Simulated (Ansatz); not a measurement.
# Computed properties of SbAs

```xyz
2
Lattice="2.0127 1.1621 3.6123 -2.0127 1.1621 3.6123 0.0000 -2.3241 3.6123" Properties=species:S:1:pos:R:3 pbc="T T T"
Sb    0.0000    0.0000    5.4185
As    0.0000    0.0000    0.0000
```

Atoms are numbered in the order listed.

The cell comes from COD entry 9001315, which wasn't checked; take it as a given geometry.

Spin–orbit coupling is left out, though it moves levels of the heavy atoms by tenths of an eV or more.

Methods: DFT, PBEsol, all-electron LAPW, scalar-relativistic (Ansatz 0.2.0); DFT, PBEsol, PAW with Ansatz's default frozen-core files, scalar-relativistic (Ansatz 0.2.0).

For LAPW: a Γ-centred 11×11×11 k mesh, Fermi–Dirac smearing of 0.05 eV, basis error target 1 meV/atom, no spin polarisation. PAW takes a cutoff of 420 eV at this cell (files made with PBE, cores remade for this functional). The Ansatz runs share mesh, smearing and spin set-up. Values come from LAPW unless marked.

```yaml
Löwdin_charges_with_0.07_e_of_the_cell_spilling_out_of_the_atomic_basis_so_their_sizes_and_signs_hang_on_that_basis: Sb1 0.30, As2 -0.23 e
Volume_per_atom: 25.35 Å³
```

Predict this quantity. Band gap.

none: bands cross the Fermi level, a metal.

Give the computed value. Density of states at the Fermi level (0.2 eV bin).

0.47 states/eV per cell.

Give the computed value. Bader charges (from the PAW run).

Sb1 +0.40, As2 -0.40 e.

Stress xx, yy, zz (compression positive): what does the calculation give?

-2.72, -2.72, -6.68 GPa.

Give the computed value. Pressure at this cell.

-4.04 GPa.
